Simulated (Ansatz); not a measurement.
Theory: DFT PBEsol, scalar-relativistic, plane waves, PAW (Ansatz).

Structure of BaPbO3:

```
Ba Pb O
1.0
    -3.01076    4.25699    3.05558
     3.01076   -4.25699    3.05558
     3.01076    4.25699   -3.05558
Ba Pb O
2 2 6
Direct
  0.24297 0.99297 0.25000
  0.75703 0.00703 0.75000
  0.50000 0.50000 0.00000
  0.00000 0.50000 0.50000
  0.20727 0.50000 0.20727
  0.79273 0.00000 0.29273
  0.79273 0.50000 0.79273
  0.20727 0.00000 0.70727
  0.67604 0.42604 0.25000
  0.32396 0.57396 0.75000
```

Cutoff 420 eV; k points 8×8×8 on the computed 10-atom cell (Γ-centred); Gaussian smearing, width 0.01 eV; no spin polarisation.

Levels along Γ–X–F0 | Σ0–Γ–Λ0 | G0–X | Γ–R–W–S–Γ–T–W, in eV from a zero inside the gap, sorted by energy at each point. Points in fractions of the primitive reciprocal vectors: Γ (0.000 0.000 0.000), X (0.500 -0.500 0.500), F0 (0.375 -0.375 0.625), Σ0 (-0.375 0.375 0.375), Λ0 (0.379 0.379 -0.379), G0 (0.621 -0.379 0.379), R (0.000 0.500 0.000), W (0.250 0.250 0.250), S (0.500 0.000 0.000), T (0.000 0.000 0.500).
| point | k (1/Å, with 2π) | band 39 | band 40 | band 41 | band 42 | band 43 | band 44 | band 45 |
| --- | --- | --- | --- | --- | --- | --- | --- | --- |
| Γ | 0.000 | -0.54 | -0.47 | -0.32 | -0.15 | 0.14 | 4.59 | 4.98 |
| - | 0.105 | -0.53 | -0.44 | -0.42 | -0.15 | 0.19 | 4.67 | 4.97 |
| - | 0.211 | -0.61 | -0.53 | -0.39 | -0.15 | 0.37 | 4.88 | 4.92 |
| - | 0.316 | -0.66 | -0.57 | -0.35 | -0.16 | 0.74 | 4.82 | 5.24 |
| - | 0.422 | -0.70 | -0.66 | -0.33 | -0.16 | 1.30 | 4.69 | 5.70 |
| - | 0.527 | -0.76 | -0.72 | -0.30 | -0.16 | 1.95 | 4.58 | 6.09 |
| - | 0.633 | -0.83 | -0.74 | -0.29 | -0.16 | 2.48 | 4.51 | 6.34 |
| X | 0.738 | -0.85 | -0.75 | -0.29 | -0.16 | 2.69 | 4.48 | 6.44 |
| - | 0.775 | -0.86 | -0.75 | -0.29 | -0.17 | 2.70 | 4.46 | 6.45 |
| - | 0.812 | -0.86 | -0.74 | -0.30 | -0.21 | 2.71 | 4.38 | 6.47 |
| - | 0.850 | -0.86 | -0.74 | -0.31 | -0.26 | 2.74 | 4.27 | 6.52 |
| - | 0.887 | -0.87 | -0.74 | -0.36 | -0.30 | 2.78 | 4.13 | 6.58 |
| - | 0.924 | -0.87 | -0.73 | -0.45 | -0.31 | 2.83 | 3.95 | 6.64 |
| - | 0.962 | -0.88 | -0.73 | -0.55 | -0.32 | 2.89 | 3.76 | 6.64 |
| F0 | 0.999 | -0.88 | -0.73 | -0.65 | -0.34 | 2.96 | 3.55 | 6.58 |
| Σ0 | 0.999 | -0.88 | -0.73 | -0.65 | -0.34 | 2.96 | 3.55 | 6.58 |
| - | 1.111 | -0.83 | -0.82 | -0.72 | -0.37 | 2.87 | 3.22 | 6.36 |
| - | 1.222 | -0.78 | -0.73 | -0.71 | -0.41 | 2.17 | 3.55 | 6.09 |
| - | 1.334 | -0.72 | -0.69 | -0.59 | -0.45 | 1.49 | 3.92 | 5.76 |
| - | 1.446 | -0.67 | -0.60 | -0.49 | -0.47 | 0.91 | 4.26 | 5.38 |
| - | 1.558 | -0.62 | -0.52 | -0.52 | -0.39 | 0.48 | 4.49 | 5.14 |
| - | 1.670 | -0.54 | -0.49 | -0.34 | -0.30 | 0.23 | 4.58 | 5.01 |
| Γ | 1.781 | -0.54 | -0.47 | -0.32 | -0.15 | 0.14 | 4.59 | 4.98 |
| - | 1.893 | -0.53 | -0.52 | -0.36 | -0.20 | 0.23 | 4.72 | 5.04 |
| - | 2.004 | -0.53 | -0.47 | -0.47 | -0.31 | 0.45 | 4.77 | 5.05 |
| - | 2.115 | -0.60 | -0.53 | -0.44 | -0.40 | 0.81 | 4.37 | 5.42 |
| - | 2.227 | -0.68 | -0.58 | -0.55 | -0.34 | 1.36 | 3.93 | 5.69 |
| - | 2.338 | -0.73 | -0.66 | -0.61 | -0.28 | 2.05 | 3.53 | 5.99 |
| - | 2.449 | -0.86 | -0.68 | -0.68 | -0.23 | 2.80 | 3.19 | 6.29 |
| Λ0 | 2.560 | -0.75 | -0.72 | -0.71 | -0.20 | 2.94 | 3.52 | 6.54 |
| G0 | 2.560 | -0.75 | -0.72 | -0.71 | -0.20 | 2.94 | 3.52 | 6.54 |
| - | 2.596 | -0.77 | -0.72 | -0.62 | -0.19 | 2.87 | 3.73 | 6.60 |
| - | 2.632 | -0.79 | -0.73 | -0.53 | -0.19 | 2.82 | 3.93 | 6.63 |
| - | 2.667 | -0.81 | -0.74 | -0.45 | -0.18 | 2.77 | 4.11 | 6.61 |
| - | 2.703 | -0.82 | -0.74 | -0.38 | -0.17 | 2.74 | 4.26 | 6.56 |
| - | 2.738 | -0.84 | -0.75 | -0.33 | -0.17 | 2.71 | 4.38 | 6.50 |
| - | 2.774 | -0.85 | -0.75 | -0.30 | -0.16 | 2.70 | 4.46 | 6.45 |
| X | 2.810 | -0.85 | -0.75 | -0.29 | -0.16 | 2.69 | 4.48 | 6.44 |
| Γ | 2.810 | -0.54 | -0.47 | -0.32 | -0.15 | 0.14 | 4.59 | 4.98 |
| - | 2.914 | -0.53 | -0.51 | -0.36 | -0.22 | 0.22 | 4.64 | 5.02 |
| - | 3.019 | -0.58 | -0.51 | -0.51 | -0.27 | 0.45 | 4.71 | 5.17 |
| - | 3.123 | -0.61 | -0.60 | -0.45 | -0.28 | 0.84 | 4.70 | 5.41 |
| - | 3.228 | -0.67 | -0.63 | -0.33 | -0.28 | 1.42 | 4.63 | 5.65 |
| - | 3.333 | -0.71 | -0.69 | -0.29 | -0.22 | 2.06 | 4.55 | 5.85 |
| - | 3.437 | -0.75 | -0.74 | -0.29 | -0.16 | 2.60 | 4.50 | 5.99 |
| R | 3.542 | -0.78 | -0.77 | -0.29 | -0.14 | 2.82 | 4.48 | 6.03 |
| - | 3.595 | -0.80 | -0.75 | -0.31 | -0.14 | 2.83 | 4.43 | 6.06 |
| - | 3.647 | -0.82 | -0.72 | -0.36 | -0.16 | 2.86 | 4.29 | 6.12 |
| - | 3.700 | -0.83 | -0.68 | -0.43 | -0.20 | 2.91 | 4.11 | 6.21 |
| - | 3.753 | -0.83 | -0.63 | -0.52 | -0.24 | 2.98 | 3.90 | 6.33 |
| - | 3.806 | -0.81 | -0.65 | -0.53 | -0.29 | 3.08 | 3.70 | 6.47 |
| - | 3.858 | -0.79 | -0.71 | -0.48 | -0.35 | 3.20 | 3.51 | 6.60 |
| W | 3.911 | -0.76 | -0.76 | -0.42 | -0.42 | 3.34 | 3.34 | 6.72 |
| - | 3.986 | -0.77 | -0.76 | -0.42 | -0.41 | 3.28 | 3.31 | 6.55 |
| - | 4.060 | -0.79 | -0.75 | -0.43 | -0.41 | 3.13 | 3.19 | 6.42 |
| - | 4.135 | -0.74 | -0.71 | -0.43 | -0.40 | 2.92 | 3.00 | 6.32 |
| - | 4.209 | -0.72 | -0.59 | -0.45 | -0.41 | 2.70 | 2.79 | 6.25 |
| - | 4.284 | -0.70 | -0.48 | -0.48 | -0.41 | 2.50 | 2.59 | 6.21 |
| - | 4.358 | -0.68 | -0.53 | -0.46 | -0.38 | 2.35 | 2.45 | 6.20 |
| S | 4.433 | -0.63 | -0.57 | -0.47 | -0.36 | 2.30 | 2.40 | 6.20 |
| - | 4.523 | -0.62 | -0.57 | -0.48 | -0.35 | 1.79 | 2.93 | 6.12 |
| - | 4.614 | -0.57 | -0.56 | -0.52 | -0.34 | 1.28 | 3.50 | 5.91 |
| - | 4.704 | -0.57 | -0.55 | -0.53 | -0.32 | 0.86 | 4.03 | 5.58 |
| - | 4.794 | -0.60 | -0.54 | -0.50 | -0.28 | 0.54 | 4.49 | 5.19 |
| - | 4.885 | -0.53 | -0.50 | -0.48 | -0.23 | 0.33 | 4.83 | 4.87 |
| - | 4.975 | -0.53 | -0.48 | -0.36 | -0.17 | 0.19 | 4.67 | 4.99 |
| Γ | 5.066 | -0.54 | -0.47 | -0.32 | -0.15 | 0.14 | 4.59 | 4.98 |
| - | 5.157 | -0.54 | -0.47 | -0.35 | -0.22 | 0.19 | 4.60 | 5.00 |
| - | 5.248 | -0.54 | -0.49 | -0.44 | -0.39 | 0.35 | 4.56 | 5.08 |
| - | 5.339 | -0.62 | -0.59 | -0.49 | -0.49 | 0.61 | 4.36 | 5.28 |
| - | 5.431 | -0.66 | -0.61 | -0.51 | -0.50 | 0.97 | 4.00 | 5.57 |
| - | 5.522 | -0.67 | -0.63 | -0.53 | -0.51 | 1.43 | 3.54 | 5.91 |
| - | 5.613 | -0.67 | -0.65 | -0.53 | -0.52 | 1.94 | 3.02 | 6.24 |
| T | 5.705 | -0.67 | -0.67 | -0.52 | -0.52 | 2.48 | 2.48 | 6.45 |
| - | 5.778 | -0.68 | -0.68 | -0.52 | -0.52 | 2.52 | 2.52 | 6.47 |
| - | 5.851 | -0.73 | -0.73 | -0.49 | -0.49 | 2.64 | 2.64 | 6.52 |
| - | 5.925 | -0.77 | -0.77 | -0.46 | -0.46 | 2.81 | 2.81 | 6.58 |
| - | 5.998 | -0.78 | -0.78 | -0.44 | -0.44 | 3.00 | 3.00 | 6.65 |
| - | 6.072 | -0.78 | -0.78 | -0.42 | -0.42 | 3.17 | 3.17 | 6.69 |
| - | 6.145 | -0.77 | -0.77 | -0.42 | -0.42 | 3.30 | 3.30 | 6.71 |
| W | 6.219 | -0.76 | -0.76 | -0.42 | -0.42 | 3.34 | 3.34 | 6.72 |

Spin-orbit coupling is left out, which matters for the bands of heavy elements.